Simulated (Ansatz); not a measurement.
A distorted cell of MnO (rock salt):

```xyz
2
Lattice="0.0000 2.2251 2.2251 2.2251 0.0000 2.2251 2.2251 2.2251 0.0000" Properties=species:S:1:pos:R:3 pbc="T T T"
O      0.1800     0.0000     0.0000
Mn     2.2251     2.2251     2.2251
```

Calculation: r2SCAN (plane waves to 500 eV, PAW, scalar-relativistic; Ansatz, a quantum-chemistry and plane-wave program). k mesh 10×10×10 (Γ-centred), Fermi-Dirac smearing 0.05 eV. Energies are smeared free energies. Compression counts positive. With partly filled bands, energies and forces of such displacements shift with the k mesh and the smearing. At this level the bands of MnO touch or barely overlap; measurements give the solid a gap. MnO is run spin-polarised and with no Hubbard U; the real compound is an antiferromagnetic insulator, a state that this run doesn't describe. MnO was relaxed with its symmetry unable to fall. Relaxed MnO ends ferromagnetic. The magnetic order is the one the run started from; other orders were not tried.

### Question
What forces act on the atoms (eV/Å, Cartesian)?

### Answer
```json
[
 {"atom": "O1", "Fx": "-0.677", "Fy": "0.000", "Fz": "0.000"},
 {"atom": "Mn2", "Fx": "0.677", "Fy": "0.000", "Fz": "0.000"}
]
```

### Question
What is the stress tensor (GPa)?

### Answer
```
    7.2      0.0      0.0
    0.0     -0.1      0.0
    0.0      0.0     -0.1
```
The pressure, a third of the trace, is 2.3 GPa.

### Question
In it atom 1 sits (0.180, 0.000, 0.000) Å away from its relaxed site. What is its energy relative to the relaxed cell?

### Answer
53 meV/cell.

(A displaced cell: forces are minus the slopes of the energy, force constants its curvatures, and phonons follow from these.)
